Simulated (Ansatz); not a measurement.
AgI (zinc blende), relaxed and computed with several functionals in Ansatz (plane waves, PAW).

```tsv
functional	a (Å)	gap (eV)	B₀ by P(V) fit (GPa)
PBE	6.628	1.34	26.0
LDA	[?]	[?]	[?]
HSE06	6.618	2.51	25.9
```

What belongs in the gaps?


- LDA, a (Å): 6.348
- LDA, gap (eV): 1.06
- LDA, B₀ by P(V) fit (GPa): 41.4

All cells were relaxed under the symmetry of their starts (and spin orders); stability against distortions was not tested throughout. Rows with no word on spin ran without spin polarisation. Scalar-relativistic: spin–orbit coupling is off unless named, which matters more the heavier the elements.

Potentials: the later of the program's two PAW sets.

Ansatz (a quantum-chemistry and plane-wave program) is a plane-wave DFT program.
